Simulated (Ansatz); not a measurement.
GaN (wurtzite): energy against volume

GaN (wurtzite)

```yaml
crystal:
  lattice:
    - [3.18312, 0.00000, 0.00000]
    - [-1.59156, 2.75667, 0.00000]
    - [0.00000, 0.00000, 5.18375]
  atoms:
    - { symbol: Ga, position: [0.66667, 0.33333, 0.00099] }
    - { symbol: Ga, position: [0.33333, 0.66667, 0.50099] }
    - { symbol: N, position: [0.66667, 0.33333, 0.62421] }
    - { symbol: N, position: [0.33333, 0.66667, 0.12421] }
```

This relaxed cell (volume V₀) is scaled evenly in all directions, its shape held. The atoms relax within the cell's symmetry.

Level of theory: r2SCAN (plane waves to 500 eV, PAW, scalar-relativistic; Ansatz, an electronic-structure program). k mesh 12×12×7 (Γ-centred), Fermi-Dirac smearing 0.05 eV. E stands for the smeared free energy. Stress and pressure are positive under compression. With the shape held, the modulus is that of even scaling; a crystal free to change shape is softer. GaN was relaxed with its symmetry unable to fall. ΔE is measured from the relaxed starting cell.

| V (Å³/cell) | ΔE (kJ/mol of atoms) | P (GPa) |
|---|---|---|
| 40.94 | 8.11 | 26.0 |
| 41.70 | 5.45 | 20.6 |
| 42.45 | 3.38 | 15.7 |
| 43.21 | 1.84 | 11.3 |
| 43.97 | 0.79 | 7.2 |
| 44.73 | 0.19 | 3.4 |
| 45.49 | 0.00 | 0.0 |
| 46.24 | 0.18 | -3.1 |
| 47.00 | 0.71 | -6.0 |
| 47.76 | 1.55 | -8.6 |
| 48.52 | 2.67 | -11.0 |
| 49.28 | 4.06 | -13.2 |
| 50.04 | 5.69 | -15.2 |

Summary:

Pressure at the smallest volume: 26.0 GPa
Energy cost of the largest compression: 84.0 meV/atom
Energy cost of the largest expansion: 59.0 meV/atom
Bulk modulus at fixed cell shape B₀ (third-order Birch-Murnaghan fit): 197 GPa
Pressure derivative B₀′ (fit): 4.3
Equilibrium volume of the fit: 11.37 Å³/atom
Pressure for 5 % compression (fit): 11.3 GPa

The 13 points together took roughly 4 core-minutes.

(Under strain, the slope of the energy per volume gives the stress and its curvature an elastic modulus.)
